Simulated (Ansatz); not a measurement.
Recipe of this trial structure of Al3Pd: random cell by space group and Wyckoff sites (Immm, No. 71). The dimensions are guesses.

```xyz
4
Lattice="-2.3262 2.4790 2.9628 2.3262 -2.4790 2.9628 2.3262 2.4790 -2.9628" Properties=species:S:1:pos:R:3 pbc="T T T"
Al    0.0000    0.0000    0.0000
Al    0.0000    0.0000    3.9496
Al    0.0000    0.0000    1.9759
Pd    0.0000    2.4790    0.0000
```

Level of theory: DFT PBE, scalar-relativistic, plane waves, PAW in Ansatz 0.2.0. Cutoff 420 eV, Gaussian smearing, Γ-centred meshes. Cell and atoms relax first on a coarse mesh and then on a finer one. In between, the cell is made exact in the group found at 0.06 Å. In metals the finer mesh still leaves noise of several meV/atom or more. The steps can't lower the symmetry of their start. No spin polarisation in the relaxation; trial moments died out in a coarse test.

A guess keeps its type if space group and coordination stay and the shape of the cell changes little (axis ratios within about 15 %, angles within 6°); the volume may change.

**Question.** Does it keep its structure type, or change into something else?

**Answer.** It doesn't keep its type. The symmetry stays Immm (No. 71). The volume per atom grows by 3.5 %, from 17.1 to 17.7 Å³. The shortest distance goes from 1.97 Å (Al–Al) to 2.47 Å (Al–Pd). Counting neighbours within 15 % of an atom's shortest distance, the start has Al 2, Pd 6 and the end Al 4/9, Pd 8. In detail, at the end around Al on a site of symmetry mmm lie 2 Pd at 2.47 Å and 4 Al at 2.80–2.94 Å; Al on a site of symmetry mm2 has 2 Pd at 2.60 Å and 7 Al at 2.80–2.94 Å; Pd has 6 Al at 2.47–2.60 Å and 2 Pd at 2.80 Å.

```cif
data_structure
_symmetry_space_group_name_H-M 'Immm'
_symmetry_Int_Tables_number 71
_cell_length_a 2.8009
_cell_length_b 4.9316
_cell_length_c 10.2404
_cell_angle_alpha 90.000
_cell_angle_beta 90.000
_cell_angle_gamma 90.000
_cell_volume 141.45
loop_
_atom_site_label
_atom_site_type_symbol
_atom_site_symmetry_multiplicity
_atom_site_Wyckoff_symbol
_atom_site_fract_x
_atom_site_fract_y
_atom_site_fract_z
_atom_site_occupancy
Al1 Al 2 a 0.00000 0.00000 0.00000 1
Al2 Al 4 i 0.00000 0.00000 0.71334 1
Pd1 Pd 2 d 0.00000 0.50000 0.00000 1
```

The last run used an 18×18×18 mesh for its 4-atom cell and Gaussian smearing of 0.10 eV. Symmetry constrained the relaxation, so the result can be a saddle point. Another cell of Al3Pd relaxed alike, in R3m, lies 208 meV/atom lower, so this cell isn't the stable form at this level.

In counts of neighbours, a slash parts the counts of unlike sites.
